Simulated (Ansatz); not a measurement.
TlBr:
Space group F-43m (No. 216); a = b = c = 7.504 Å, α = β = γ = 90.00°

```csv
atom,site,symmetry,x,y,z
Br,4c,-43m,0.2500,0.2500,0.2500
Tl,4a,-43m,0.0000,0.0000,0.0000
```
(The calculation used a cell of 2 atoms; values per cell refer to that cell.)

Relaxed with PBE.

Q: Decompose the optical modes at the zone centre into irreducible representations, and say which are infrared and Raman allowed.

A: Point group -43m: Γ_opt = T2. Infrared: T2. Raman: T2.

Q: Assign frequencies (DFPT, PBE in the plane-wave PAW code Ansatz; without the LO–TO term).

A: T2 69 cm⁻¹.

A made-up cell: these elements were put on the sites of a structure type; neither database checked (COD, Materials Project) lists it. COD files the formula under space group No. 221, so this cell is another polymorph or a model. Its standing as an ambient phase is unchecked. Symmetry was held in the PBE relaxation; phonons on a q-mesh show no instability. Spin–orbit coupling is left out wherever it is not named.

Potentials: the later of the program's two PAW sets.
